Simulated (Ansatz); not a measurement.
Course of a relaxation: Mg₂O

A trial structure of Mg₂O was built thus: 6-connected net, two elements spread over the vertices (Pmm2, No. 25). The dimensions are guesses.

```xyz
3
Lattice="2.0368 0.0000 0.0000 0.0000 3.4252 0.0000 0.0000 0.0000 4.1532" Properties=species:S:1:pos:R:3 pbc="T T T"
Mg    0.0000    0.0000    3.0906
Mg    0.0000    1.7126    0.0000
O     0.0000    0.0000    1.0626
```

Level of theory: Ansatz 0.2.0, DFT PBE, scalar-relativistic, plane waves, PAW. Cutoff 420 eV, Gaussian smearing, Γ-centred meshes. Cell and atoms relax first on a coarse mesh and then on a finer one. In between, the cell is made exact in the group found at 0.06 Å. In metals the finer mesh still leaves noise of several meV/atom or more. The steps can't lower the symmetry of their start. No spin polarisation in the relaxation; trial moments died out in a coarse test.

Steps on the 8×6×4 mesh (3 atoms, 27 steps). The free energy counts from the last step; some steps are skipped; the plane-wave basis is renewed at times, which shifts energy and pressure.

| step | ΔF (meV/atom) | V (Å³/atom) | P (GPa) | largest force component (eV/Å) |
| --- | --- | --- | --- | --- |
| 1 | 3362.0 | 9.66 | 105.43 | 7.397 |
| 4 | 1275.7 | 11.90 | 36.89 | 2.803 |
| 7 | 631.7 | 14.35 | 4.99 | 0.853 |
| 10 | 543.9 | 14.91 | -0.51 | 0.165 |
| 13 | 289.6 | 14.94 | 14.38 | 0.027 |
| 15 | 121.7 | 16.73 | 6.23 | 0.114 |
| 18 | 56.5 | 18.84 | 0.09 | 0.034 |
| 21 | 6.0 | 20.29 | 0.35 | 0.012 |
| 24 | 0.7 | 20.74 | 0.12 | 0.005 |
| 27 | 0.0 | 21.19 | 0.01 | 0.016 |

The relaxed structure, after a last relaxation on the converged mesh:

Space group Pmm2 (No. 25). a = 3.227 Å, b = 3.614 Å, c = 5.550 Å, α = 90.00°, β = 90.00°, γ = 90.00°
```json
{"atom": "Mg", "site": "1a", "symmetry": "mm2", "x": "0.0000", "y": "0.0000", "z": "0.3782"}
{"atom": "Mg", "site": "1c", "symmetry": "mm2", "x": "0.5000", "y": "0.0000", "z": "0.9020"}
{"atom": "O", "site": "1a", "symmetry": "mm2", "x": "0.0000", "y": "0.0000", "z": "0.7198"}
```

The symmetry stays Pmm2 (No. 25). The volume per atom grows by 123.4 %, from 9.7 to 21.6 Å³. The shortest distance goes from 2.02 Å (Mg–O and Mg–Mg) to 1.90 Å (Mg–O). The energy falls by about 3.4 eV/atom (the start's value is from the coarse mesh). The end is written in a standard setting, so origin, axes and order of atoms can differ from the start's. Around Mg on its first site lie 1 O at 1.90 Å and 4 Mg at 3.10–3.23 Å; Mg on its second site is surrounded by 2 O at 1.90 Å and 4 Mg at 3.10–3.23 Å; O has 3 Mg at 1.90 Å.

- Volume per atom: 21.6 Å³
- Density: 1.7 g/cm³
- Formation energy: −1.24 eV/atom
- Gap on the 14×14×8 mesh of the 3-atom cell: 0 eV (a metal)

The zero of energy is the elements' standard structures at the same level (O₂ as a molecule); no fitted shifts are applied.

The last run used Gaussian smearing of 0.10 eV. No dispersion correction is applied, so the spacing and binding between layers, chains or molecules are poorly described. A structure relaxed within its symmetry needn't be a true minimum. In all, the 3 runs took 6.5 min on 1 thread of Arm Neoverse V1, on a shared host.
